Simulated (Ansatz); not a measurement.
Input for Ansatz (plane-wave DFT, PAW):

```yaml
crystal:
  lattice:
    - [5.6211242025, 0.0, 0.0]
    - [0.0, 4.9420127929, 0.0]
    - [0.0, 0.0, 23.9353950725]
  atoms:
    - { symbol: Ti, position: [0.0, 0.3234287639, 0.3551226113] }
    - { symbol: Ti, position: [0.5, 0.3234287639, 0.3551226113] }
    - { symbol: Al, position: [0.25, 0.8234287639, 0.3551226113] }
    - { symbol: Al, position: [0.75, 0.8234287639, 0.3551226113] }
    - { symbol: Ti, position: [0.0, 0.6468575278, 0.4517075371] }
    - { symbol: Ti, position: [0.5, 0.6468575278, 0.4517075371] }
    - { symbol: Al, position: [0.25, 0.1468575278, 0.4517075371] }
    - { symbol: Al, position: [0.75, 0.1468575278, 0.4517075371] }
    - { symbol: Ti, position: [0.0, 0.9702862917, 0.5482924629] }
    - { symbol: Ti, position: [0.5, 0.9702862917, 0.5482924629] }
    - { symbol: Al, position: [0.25, 0.4702862917, 0.5482924629] }
    - { symbol: Al, position: [0.75, 0.4702862917, 0.5482924629] }
    - { symbol: Ti, position: [0.0, 0.2937150557, 0.6448773887] }
    - { symbol: Ti, position: [0.5, 0.2937150557, 0.6448773887] }
    - { symbol: Al, position: [0.25, 0.7937150557, 0.6448773887] }
    - { symbol: Al, position: [0.75, 0.7937150557, 0.6448773887] }
basis:
  ecutwfc: 500
kpoints:
  mp_grid: { grid: [5, 6, 1] }
hamiltonian:
  xc: r2scan
scf:
  occupations: { method: gaussian, width: 0.1 }
output:
  forces: true
  eigenvalues: true
  write_density: true
  write_potential: true
  elf: true
  volumetric_format: npy
relax:
  adjacent_minimum: "off"
  f_tol: 0.03
  max_steps: 70
  constraints: [{ sites: [0, 1, 2, 3, 4, 5, 6, 7] }]
efield:
  axis: 3
  dipole_correction: true
  ramp_width: 0.04
```

Command:
```bash
ansatz run input.yaml --threads 2 --pin off --max-ram 5120MiB --backend cpu --events-out ev --progress --plain --runs-dir out
```

Level of theory: DFT r2SCAN, scalar-relativistic, plane waves, PAW (Ansatz).

Part of what the program printed, abridged:

```
Pseudopotentials: kind: paw
Pseudopotential: Ti, paw, valence charge 12, recommended cutoff 500 eV (meta_gga)
Pseudopotential: Al, paw, valence charge 3, recommended cutoff 500 eV (meta_gga)
Functional definition: r2SCAN
Crystal: 16 atoms, lattice volume = 664.917 Å³
Basis set: ecut = 500 eV, 16869 PW (Γ), exchange–correlation on 180×160×720 points (64 copies of the dense FFT grid, shifted against one another)
Bands: 76, of which v1, the nominal top of the filled ones, is band 60 counted from 1 (59 counted from 0)
Symmetry: 4 space group operations
k-points: 12 of 30 (time reversal used)
Initial density: superposition of atomic densities (neutral atoms: chi_scale 0, normalization atom), corrected by the library's trained network
Initial wavefunctions: pseudopotential atomic-orbital guess
Functional: x = r2scan, c = r2scan; τ floored in thin density (d = 2e-4 eV/Å³)
SCF iter   1: F=—  HF=-24358.902094 eV  |F-HF|=—  |Δ(HF+E_count)|=         —  Δρ=1.29e-2  dr2=3.79e0  dr2_τ=1.73e-1  ethr=1.77e-3  p= 0.000 e·Å  D=-1.74e-12 V/Å  ΔV_dip=0.00 eV  dr2_dipole=1.34e-7  V_vac-E_F(+/−)=4.22/4.22 eV  ⟨swp⟩=8.2  Hψ=4424  notcnv=0
efield: sawtooth ramp at fractional position 0.9800 (placed from the atoms, in the widest stretch of the axis that holds none; the zero of the levels goes with the place), width 0.0400; the density the first Hamiltonian is built on has a dipole p =  0.000 e·Å; the dipole correction subtracts the counter field D = -1.74e-12 V/Å, which shifts the + side's vacuum level by +0.00 eV against the − side's; the planar-averaged density in the ramp window peaks in size at 1.1e-5 e/Å³
SCF iter   2: F=—  HF=-24359.032507 eV  |F-HF|=—  |Δ(HF+E_count)|=   1.30e-1  Δρ=8.58e-3  dr2=1.43e0  dr2_τ=8.03e-2  ethr=1.77e-3  p= 0.000 e·Å  D=-1.17e-5 V/Å  ΔV_dip=0.00 eV  dr2_dipole=2.31e-6  V_vac-E_F(+/−)=4.31/4.31 eV  ⟨swp⟩=4.2  Hψ=2044  notcnv=0  defer=67
SCF iter   3: F=—  HF=-24358.971905 eV  |F-HF|=—  |Δ(HF+E_count)|=   6.06e-2  Δρ=2.23e-3  dr2=7.49e-2  dr2_τ=1.03e-3  ethr=1.19e-3  p= 0.000 e·Å  D=-4.26e-6 V/Å  ΔV_dip=0.00 eV  dr2_dipole=4.50e-10  V_vac-E_F(+/−)=4.27/4.27 eV  ⟨swp⟩=2.7  Hψ=1147  notcnv=0  defer=67
SCF iter   4: F=—  HF=-24358.967160 eV  |F-HF|=—  |Δ(HF+E_count)|=   4.75e-3  Δρ=5.87e-4  dr2=4.51e-3  dr2_τ=1.93e-4  ethr=6.24e-5  p= 0.000 e·Å  D=-1.45e-7 V/Å  ΔV_dip=0.00 eV  dr2_dipole=3.02e-7  V_vac-E_F(+/−)=4.30/4.30 eV  ⟨swp⟩=3.0  Hψ=1328  notcnv=0  defer=67
SCF iter   5: F=—  HF=-24358.966657 eV  |F-HF|=—  |Δ(HF+E_count)|=   5.03e-4  Δρ=1.56e-4  dr2=2.52e-4  dr2_τ=1.72e-5  ethr=3.76e-6  p=0.000 e·Å  D=2.58e-6 V/Å  ΔV_dip= 0.00 eV  dr2_dipole=1.70e-8  V_vac-E_F(+/−)=4.30/4.30 eV  ⟨swp⟩=2.2  Hψ=1265  notcnv=0  defer=67
SCF iter   6: F=—  HF=-24358.966703 eV  |F-HF|=—  |Δ(HF+E_count)|=   4.60e-5  Δρ=5.45e-5  dr2=2.72e-5  dr2_τ=1.06e-6  ethr=2.10e-7  p=0.000 e·Å  D=9.19e-7 V/Å  ΔV_dip= 0.00 eV  dr2_dipole=1.41e-8  V_vac-E_F(+/−)=4.30/4.30 eV  ⟨swp⟩=3.6  Hψ=1908  notcnv=0  defer=67
SCF iter   7: F=-24358.966711 eV  HF=-24358.966713 eV  |F-HF|=1.76e-6  |Δ(HF+E_count)|=   9.67e-6  Δρ=1.95e-5  dr2=4.74e-6  dr2_τ=1.13e-7  ethr=1.87e-8  p=0.000 e·Å  D=2.69e-7 V/Å  ΔV_dip= 0.00 eV  dr2_dipole=1.85e-9  V_vac-E_F(+/−)=4.30/4.30 eV  ⟨swp⟩=24.6  Hψ=9963  notcnv=0
SCF 1 converged in 7 iterations: F = -24358.966711 eV  dr2 = 4.74e-6
relax step   1: F+E_penalty+E_count = -24358.96671077 eV  Δ(F+E_penalty+E_count) = +0.000e0 eV  max|allowed force component| = 3.223e-1 eV/Å  Δτ_max = 0.0000 Å  (7 SCF iters, dr2 threshold 2.25e-5 eV, accepted)
Initial density: handed on by an earlier stage of this run
Initial wavefunctions: those handed on with the density
SCF iter   1: F=—  HF=-24358.373556 eV  |F-HF|=—  |Δ(HF+E_count)|=         —  Δρ=4.74e-3  dr2=3.53e-1  dr2_τ=1.80e0  ethr=2.55e-4  p=0.000 e·Å  D=7.82e-8 V/Å  ΔV_dip= 0.00 eV  dr2_dipole=1.11e-2  V_vac-E_F(+/−)=4.32/4.32 eV  ⟨swp⟩=2.0  Hψ=3094  notcnv=0  defer=65
efield: sawtooth ramp at fractional position 0.9800 (handed on by an earlier solve), width 0.0400; the density the first Hamiltonian is built on has a dipole p = 0.000 e·Å; the dipole correction subtracts the counter field D = 7.82e-8 V/Å, which shifts the + side's vacuum level by  0.00 eV against the − side's; the planar-averaged density in the ramp window peaks in size at 1.0e-6 e/Å³
SCF iter   2: F=—  HF=-24359.001566 eV  |F-HF|=—  |Δ(HF+E_count)|=   6.28e-1  Δρ=3.02e-3  dr2=1.06e-1  dr2_τ=3.96e-3  ethr=2.00e-4  p=0.002 e·Å  D=4.74e-4 V/Å  ΔV_dip=-0.01 eV  dr2_dipole=7.31e-5  V_vac-E_F(+/−)=4.30/4.32 eV  ⟨swp⟩=2.3  Hψ=1664  notcnv=0  defer=65
SCF iter   3: F=—  HF=-24358.988704 eV  |F-HF|=—  |Δ(HF+E_count)|=   1.29e-2  Δρ=9.78e-4  dr2=5.22e-2  dr2_τ=6.06e-4  ethr=5.99e-5  p=-0.007 e·Å  D=-1.88e-3 V/Å  ΔV_dip=0.05 eV  dr2_dipole=2.11e-2  V_vac-E_F(+/−)=4.36/4.31 eV  ⟨swp⟩=2.3  Hψ=1566  notcnv=0  defer=65
SCF iter   4: F=—  HF=-24358.988841 eV  |F-HF|=—  |Δ(HF+E_count)|=   1.37e-4  Δρ=5.91e-4  dr2=1.68e-2  dr2_τ=6.61e-5  ethr=2.96e-5  p=-0.010 e·Å  D=-2.74e-3 V/Å  ΔV_dip=0.07 eV  dr2_dipole=6.33e-3  V_vac-E_F(+/−)=4.38/4.31 eV  ⟨swp⟩=1.6  Hψ=855  notcnv=0  defer=65
SCF iter   5: F=—  HF=-24358.988686 eV  |F-HF|=—  |Δ(HF+E_count)|=   1.55e-4  Δρ=1.67e-4  dr2=8.76e-4  dr2_τ=8.55e-6  ethr=9.56e-6  p=-0.013 e·Å  D=-3.42e-3 V/Å  ΔV_dip=0.08 eV  dr2_dipole=2.14e-4  V_vac-E_F(+/−)=4.39/4.31 eV  ⟨swp⟩=2.0  Hψ=1105  notcnv=0  defer=65
SCF iter   6: F=—  HF=-24358.988469 eV  |F-HF|=—  |Δ(HF+E_count)|=   2.17e-4  Δρ=4.85e-5  dr2=5.34e-5  dr2_τ=6.16e-7  ethr=4.97e-7  p=-0.013 e·Å  D=-3.57e-3 V/Å  ΔV_dip=0.09 eV  dr2_dipole=9.25e-6  V_vac-E_F(+/−)=4.39/4.31 eV  ⟨swp⟩=2.0  Hψ=1273  notcnv=0  defer=68
SCF iter   7: F=—  HF=-24358.988478 eV  |F-HF|=—  |Δ(HF+E_count)|=   8.56e-6  Δρ=1.79e-5  dr2=7.08e-6  dr2_τ=2.73e-7  ethr=3.03e-8  p=-0.014 e·Å  D=-3.71e-3 V/Å  ΔV_dip=0.09 eV  dr2_dipole=1.01e-6  V_vac-E_F(+/−)=4.40/4.31 eV  ⟨swp⟩=2.2  Hψ=1170  notcnv=0  defer=68
SCF iter   8: F=-24358.988477 eV  HF=-24358.988479 eV  |F-HF|=1.31e-6  |Δ(HF+E_count)|=   5.74e-7  Δρ=7.30e-6  dr2=1.46e-6  dr2_τ=1.63e-8  ethr=3.68e-9  p=-0.014 e·Å  D=-3.76e-3 V/Å  ΔV_dip=0.09 eV  dr2_dipole=1.91e-7  V_vac-E_F(+/−)=4.40/4.31 eV  ⟨swp⟩=23.2  Hψ=8728  notcnv=0
SCF 2 converged in 8 iterations: F = -24358.988477 eV  dr2 = 1.46e-6
  Residual-converged pass: ⟨swp⟩=1.0  Hψ=960  notcnv=0  max |occ|·‖R‖ = 7.0e-9 eV (tolerance 1.0e-8 eV) dr2=1.46e-6  dr2_τ=1.63e-8  dr2_onsite=3.11e-8  max |Δocc| = 6.0e-11
relax step   2: F+E_penalty+E_count = -24358.98847727 eV  Δ(F+E_penalty+E_count) = -2.177e-2 eV  max|allowed force component| = 2.815e-1 eV/Å  Δτ_max = 0.1189 Å  (8 SCF iters, dr2 threshold 6.49e-6 eV, accepted)
SCF iter   1: F=—  HF=-24358.834874 eV  |F-HF|=—  |Δ(HF+E_count)|=         —  Δρ=2.44e-3  dr2=2.23e-1  dr2_τ=2.98e-1  ethr=4.00e-4  p=-0.014 e·Å  D=-3.76e-3 V/Å  ΔV_dip=0.09 eV  dr2_dipole=5.80e-2  V_vac-E_F(+/−)=4.38/4.29 eV  ⟨swp⟩=3.3  Hψ=2001  notcnv=0  defer=67
efield: sawtooth ramp at fractional position 0.9800 (handed on by an earlier solve), width 0.0400; the density the first Hamiltonian is built on has a dipole p = -0.014 e·Å; the dipole correction subtracts the counter field D = -3.76e-3 V/Å, which shifts the + side's vacuum level by +0.09 eV against the − side's; the planar-averaged density in the ramp window peaks in size at 9.9e-7 e/Å³
SCF iter   2: F=—  HF=-24359.010558 eV  |F-HF|=—  |Δ(HF+E_count)|=   1.76e-1  Δρ=2.16e-3  dr2=1.36e-1  dr2_τ=2.70e-3  ethr=1.86e-4  p=-0.012 e·Å  D=-3.39e-3 V/Å  ΔV_dip=0.08 eV  dr2_dipole=2.99e-2  V_vac-E_F(+/−)=4.39/4.31 eV  ⟨swp⟩=2.0  Hψ=1796  notcnv=0  defer=68
SCF iter   3: F=—  HF=-24359.005215 eV  |F-HF|=—  |Δ(HF+E_count)|=   5.34e-3  Δρ=4.54e-4  dr2=5.42e-3  dr2_τ=7.84e-5  ethr=1.13e-4  p=-0.010 e·Å  D=-2.70e-3 V/Å  ΔV_dip=0.06 eV  dr2_dipole=1.51e-3  V_vac-E_F(+/−)=4.37/4.31 eV  ⟨swp⟩=1.6  Hψ=853  notcnv=0  defer=68
SCF iter   4: F=—  HF=-24359.005368 eV  |F-HF|=—  |Δ(HF+E_count)|=   1.53e-4  Δρ=2.07e-4  dr2=8.61e-4  dr2_τ=9.81e-6  ethr=4.51e-6  p=-0.009 e·Å  D=-2.41e-3 V/Å  ΔV_dip=0.06 eV  dr2_dipole=1.19e-4  V_vac-E_F(+/−)=4.36/4.31 eV  ⟨swp⟩=2.0  Hψ=1141  notcnv=0  defer=68
SCF iter   5: F=—  HF=-24359.005220 eV  |F-HF|=—  |Δ(HF+E_count)|=   1.48e-4  Δρ=3.51e-5  dr2=1.77e-5  dr2_τ=1.28e-6  ethr=7.17e-7  p=-0.008 e·Å  D=-2.23e-3 V/Å  ΔV_dip=0.05 eV  dr2_dipole=2.01e-6  V_vac-E_F(+/−)=4.36/4.31 eV  ⟨swp⟩=2.0  Hψ=1300  notcnv=0  defer=68
SCF iter   6: F=—  HF=-24359.005223 eV  |F-HF|=—  |Δ(HF+E_count)|=   3.80e-6  Δρ=1.54e-5  dr2=5.02e-6  dr2_τ=1.19e-7  ethr=4.13e-9  p=-0.008 e·Å  D=-2.21e-3 V/Å  ΔV_dip=0.05 eV  dr2_dipole=1.77e-6  V_vac-E_F(+/−)=4.36/4.31 eV  ⟨swp⟩=23.0  Hψ=9989  notcnv=0
SCF iter   7: F=-24359.005224 eV  HF=-24359.005224 eV  |F-HF|=2.11e-7  |Δ(HF+E_count)|=   8.30e-7  Δρ=4.83e-6  dr2=4.16e-7  dr2_τ=8.32e-9  ethr=4.13e-9  p=-0.008 e·Å  D=-2.16e-3 V/Å  ΔV_dip=0.05 eV  dr2_dipole=1.41e-7  V_vac-E_F(+/−)=4.36/4.31 eV  ⟨swp⟩=13.6  Hψ=7423  notcnv=0
SCF 3 converged in 7 iterations: F = -24359.005224 eV  dr2 = 4.16e-7
  Residual-converged pass: ⟨swp⟩=1.1  Hψ=961  notcnv=0  max |occ|·‖R‖ = 7.0e-9 eV (tolerance 1.0e-8 eV) dr2=4.16e-7  dr2_τ=8.32e-9  dr2_onsite=1.07e-8  max |Δocc| = 2.9e-11
relax step   3: F+E_penalty+E_count = -24359.00522406 eV  Δ(F+E_penalty+E_count) = -1.675e-2 eV  max|allowed force component| = 2.651e-2 eV/Å  Δτ_max = 0.0481 Å  (7 SCF iters, dr2 threshold 4.95e-6 eV, accepted)
SCF iter   1: F=—  HF=-24359.005224 eV  |F-HF|=—  |Δ(HF+E_count)|=         —  Δρ=4.83e-6  dr2=4.16e-7  dr2_τ=8.35e-9  ethr=3.48e-10  p=-0.008 e·Å  D=-2.16e-3 V/Å  ΔV_dip=0.05 eV  dr2_dipole=1.41e-7  V_vac-E_F(+/−)=4.36/4.31 eV  ⟨swp⟩=1.0  Hψ=2208  notcnv=0
efield: sawtooth ramp at fractional position 0.9800 (handed on by an earlier solve), width 0.0400; the density the first Hamiltonian is built on has a dipole p = -0.008 e·Å; the dipole correction subtracts the counter field D = -2.16e-3 V/Å, which shifts the + side's vacuum level by +0.05 eV against the − side's; the planar-averaged density in the ramp window peaks in size at 1.0e-6 e/Å³
SCF iter   2: F=—  HF=-24359.005224 eV  |F-HF|=—  |Δ(HF+E_count)|=   1.59e-7  Δρ=3.18e-6  dr2=1.45e-7  dr2_τ=3.19e-9  ethr=3.47e-10  p=-0.008 e·Å  D=-2.15e-3 V/Å  ΔV_dip=0.05 eV  dr2_dipole=2.48e-8  V_vac-E_F(+/−)=4.36/4.31 eV  ⟨swp⟩=2.0  Hψ=1453  notcnv=0
SCF iter   3: F=-24359.005224 eV  HF=-24359.005224 eV  |F-HF|=1.69e-8  |Δ(HF+E_count)|=   1.32e-8  Δρ=1.86e-6  dr2=4.49e-8  dr2_τ=1.56e-9  ethr=8.33e-11  p=-0.008 e·Å  D=-2.14e-3 V/Å  ΔV_dip=0.05 eV  dr2_dipole=3.37e-10  V_vac-E_F(+/−)=4.36/4.31 eV  ⟨swp⟩=11.4  Hψ=6310  notcnv=0
SCF 4 converged in 3 iterations: F = -24359.005224 eV  dr2 = 4.49e-8
relax step   4: F+E_penalty+E_count = -24359.00522443 eV  Δ(F+E_penalty+E_count) = -3.660e-7 eV  max|allowed force component| = 2.652e-2 eV/Å  Δτ_max = 0.0000 Å  (3 SCF iters, accepted)
SCF iter   1: F=—  HF=-24359.005224 eV  |F-HF|=—  |Δ(HF+E_count)|=         —  Δρ=1.86e-6  dr2=4.49e-8  dr2_τ=1.56e-9  ethr=3.73e-11  p=-0.008 e·Å  D=-2.14e-3 V/Å  ΔV_dip=0.05 eV  dr2_dipole=3.37e-10  V_vac-E_F(+/−)=4.36/4.31 eV  ⟨swp⟩=1.0  Hψ=2564  notcnv=0
efield: sawtooth ramp at fractional position 0.9800 (kept from the solve that this one continues, or follows in the run), width 0.0400; the density the first Hamiltonian is built on has a dipole p = -0.008 e·Å; the dipole correction subtracts the counter field D = -2.14e-3 V/Å, which shifts the + side's vacuum level by +0.05 eV against the − side's; the planar-averaged density in the ramp window peaks in size at 1.0e-6 e/Å³
SCF iter   2: F=-24359.005224 eV  HF=-24359.005224 eV  |F-HF|=3.68e-8  |Δ(HF+E_count)|=   1.06e-8  Δρ=1.65e-6  dr2=4.28e-8  dr2_τ=1.20e-9  ethr=3.73e-11  p=-0.008 e·Å  D=-2.13e-3 V/Å  ΔV_dip=0.05 eV  dr2_dipole=6.11e-9  V_vac-E_F(+/−)=4.36/4.31 eV  ⟨swp⟩=12.2  Hψ=6109  notcnv=0
SCF 5 converged in 2 iterations: F = -24359.005224 eV  dr2 = 4.28e-8
WARN: The output density's exchange-correlation potential varies sharply where the density is thin. Do not read a vacuum level from v_tot or v_xc, or from such a field of the output density. On a cell that repeats whose density bears no net charge and no dipole along the vacuum's axis use v_es (v_loc + v_h of the components); under efield.dipole_correction with no amplitude use v_es + v_field, which holds any external_charges[].barrier, or the levels of the report's work_function block, which leave it out; under a non-zero efield.amplitude the vacuum is tilted and has no level; on a cell that repeats and bears such a dipole with no correction it is tilted too, and efield.dipole_correction wi ...
SCF converged after 2 iterations
Free energy (F): -24359.005224 eV
Harris-Foulkes:  -24359.005224 eV  (|F-HF|=3.68e-8)
Internal energy: -24358.920644 eV  (E = F + TS)
E sigma→0 (E₀):  -24358.962934 eV
Entropy (-TS):   -0.084580 eV (-5.286 meV/atom)
Fermi energy:    1.720659 eV
Dipole field:    D = -0.002076 V/Å  (p = -0.007627 e·Å, saw-weighted, corrected)
Work function:   Φ+ = 4.3569 eV   Φ− = 4.3072 eV
Levels:          The Fermi level and band energies are counted from a zero that moves with the ramp; work functions are not
--- Per-component energies (eV) ---
  E_band       = -2535.386540
  E_kinetic    = 2361.554802
  E_local      = -81242.908988  (includes V_loc(G=0)·N_el)
  E_nonlocal   = 145.444341
  E_hartree    = 39448.461353
  E_xc         = -1032.469183
  E_vxc        = -1304.930832  (∫ρ·V_xc dr)
  E_paw        = -12243.455368  (= ΣΔE_a)
  E_vpaw       = -1474.271683  (= ΣTr[D̂ρ^β])
  E_aug_tail   = 0.000742  (compensation charges beyond the density's cutoff)
  E_vtau       = 82.818960  (kinetic-family band-sum trace: ∫τ·v_τ [+ j·A + Jᵃ·Aᵃ] dr)
  E_efield     = 0.000008  (sawtooth field / dipole correction)
  E_vefield    = -0.003379  (∫n·V_field dr)
  E_ewald      = 28206.960170
  E_core_change = -2.508522  (= ΣΔE_core)
  E_smearing   = -0.084580  (= −TS)
--- Forces (eV/Å), atoms counted from 1 ---
  atom   1  Ti     0.00000000     0.01789659     0.31410547
  atom   2  Ti     0.00000000     0.01789659     0.31410547
  atom   3  Al     0.00000000     0.10879754    -0.21835757
  atom   4  Al     0.00000000     0.10879754    -0.21835757
  atom   5  Ti     0.00000000    -0.12976406     0.12911815
  atom   6  Ti     0.00000000    -0.12976406     0.12911815
  atom   7  Al     0.00000000     0.00627317    -0.21688267
  atom   8  Al     0.00000000     0.00627317    -0.21688267
  atom   9  Ti     0.00000000    -0.00905094    -0.01668622
  atom  10  Ti     0.00000000    -0.00905094    -0.01668622
  atom  11  Al     0.00000000     0.00144366    -0.01147022
  atom  12  Al     0.00000000     0.00144366    -0.01147022
  atom  13  Ti     0.00000000     0.00448755     0.02653017
  atom  14  Ti     0.00000000     0.00448755     0.02653017
  atom  15  Al     0.00000000    -0.00009594    -0.00645446
  atom  16  Al     0.00000000    -0.00009594    -0.00645446
--- Band table (eV; the first three rows and the last of 12) ---
  k-point 0: bands = ["-57.6066", "-57.5445", "-57.5417", "-57.4794", "-57.1600", "-57.1198", "-57.0961", "-57.0571", "-32.9845", "-32.9260", "-32.9198", "-32.8751", "-32.8601", "-32.8309", "-32.8264", "-32.7803", "-32.7695", "-32.7181", "-32.5480", "-32.5153", "-32.5053", "-32.4825", "-32.4516", "-32.4202", "-32.4044", "-32.3766", "-32.3428", "-32.3270", "-32.1530", "-32.1034", "-32.0345", "-32.0059", "-7.5118", "-6.4514", "-4.9899", "-3.7295", "-2.8969", "-2.7775", "-2.3293", "-1.7916", "-1.4290", "-0.9621", "-0.8369", "-0.8002", "-0.7709", "-0.6190", "-0.5719", "-0.3140", "-0.1836", "-0.1275", "-0.0186", "0.1695", "0.6522", "0.8033", "0.8375", "0.8688", "1.0160", "1.2878", "1.4209", "1.49 ...
  k-point 1: bands = ["-57.6066", "-57.5445", "-57.5417", "-57.4794", "-57.1599", "-57.1199", "-57.0961", "-57.0572", "-32.9846", "-32.9261", "-32.9200", "-32.8750", "-32.8602", "-32.8314", "-32.8263", "-32.7809", "-32.7698", "-32.7184", "-32.5477", "-32.5176", "-32.5055", "-32.4805", "-32.4532", "-32.4186", "-32.4046", "-32.3766", "-32.3430", "-32.3270", "-32.1528", "-32.1033", "-32.0345", "-32.0059", "-7.3348", "-6.2987", "-4.9129", "-3.7265", "-2.9600", "-2.5956", "-2.3539", "-2.0506", "-1.6345", "-1.4901", "-1.4761", "-0.8884", "-0.7862", "-0.7058", "-0.3702", "-0.1588", "0.0395", "0.1314", "0.1681", "0.4192", "0.5840", "0.7627", "0.8679", "1.1568", "1.2121", "1.2415", "1.3616", "1.4715" ...
  k-point 2: bands = ["-57.6066", "-57.5445", "-57.5416", "-57.4794", "-57.1598", "-57.1200", "-57.0960", "-57.0573", "-32.9850", "-32.9263", "-32.9204", "-32.8747", "-32.8605", "-32.8326", "-32.8260", "-32.7821", "-32.7703", "-32.7190", "-32.5470", "-32.5215", "-32.5059", "-32.4772", "-32.4560", "-32.4159", "-32.4050", "-32.3766", "-32.3432", "-32.3270", "-32.1526", "-32.1030", "-32.0344", "-32.0061", "-6.8407", "-5.9464", "-4.9488", "-3.7519", "-3.0760", "-3.0111", "-2.3970", "-2.0983", "-1.8294", "-1.6824", "-1.5942", "-1.2947", "-1.2552", "-0.5846", "-0.2071", "-0.0365", "0.1450", "0.1797", "0.2528", "0.3269", "0.9300", "0.9450", "1.0927", "1.1412", "1.1972", "1.3809", "1.6595", "1.6721" ...
  k-point 11: bands = ["-57.5852", "-57.5660", "-57.5202", "-57.5010", "-57.1378", "-57.1181", "-57.0985", "-57.0791", "-32.9649", "-32.9467", "-32.9000", "-32.8815", "-32.8116", "-32.7923", "-32.7609", "-32.7413", "-32.7057", "-32.6567", "-32.5519", "-32.5027", "-32.5006", "-32.4802", "-32.4547", "-32.4358", "-32.3840", "-32.3754", "-32.3626", "-32.3365", "-32.2147", "-32.1823", "-32.1352", "-32.1200", "-5.6616", "-5.2456", "-4.8756", "-4.4017", "-4.3485", "-3.5139", "-3.2384", "-2.5209", "-2.3347", "-1.6499", "-1.4855", "-0.8207", "-0.7119", "-0.1354", "0.0443", "0.4990", "0.5303", "0.6356", "0.7276", "0.8078", "0.9264", "1.0666", "1.4267", "1.4360", "1.5702", "1.6120", "1.6567", "1.7821", ...
--- Relaxed structure (4 steps of the walk, 4 accepted, 0 SCFs on fresh bases) ---
  F+E_penalty+E_count = -24359.00522443 eV   max|allowed force component| = 2.652e-2 eV/Å
  atoms:
    - { symbol: Ti, position: [0.0, 0.3234287639, 0.3551226113] }
    - { symbol: Ti, position: [0.5, 0.3234287639, 0.3551226113] }
    - { symbol: Al, position: [0.25, 0.82342876, 0.3551226113] }
    - { symbol: Al, position: [0.75, 0.82342876, 0.3551226113] }
    - { symbol: Ti, position: [0.0, 0.6468575278, 0.4517075371] }
    - { symbol: Ti, position: [0.5, 0.6468575278, 0.4517075371] }
    - { symbol: Al, position: [0.25, 0.1468575278, 0.4517075371] }
    - { symbol: Al, position: [0.75, 0.1468575278, 0.4517075371] }
    - { symbol: Ti, position: [0.0, 0.97265747, 0.54759939] }
    - { symbol: Ti, position: [0.5, 0.97265747, 0.54759939] }
    - { symbol: Al, position: [0.25, 0.47201053, 0.54871711] }
    - { symbol: Al, position: [0.75, 0.47201053, 0.54871711] }
    - { symbol: Ti, position: [0.0, 0.28640759, 0.64218446] }
    - { symbol: Ti, position: [0.5, 0.28640759, 0.64218446] }
    - { symbol: Al, position: [0.25, 0.78418728, 0.64660634] }
    - { symbol: Al, position: [0.75, 0.78418728, 0.64660634] }
```

The relaxation met its thresholds.

It took 3.3 min on 2 threads of Intel(R) Xeon(R) 6975P-C (Granite Rapids), with other jobs on the host, peak memory 2.6 GiB.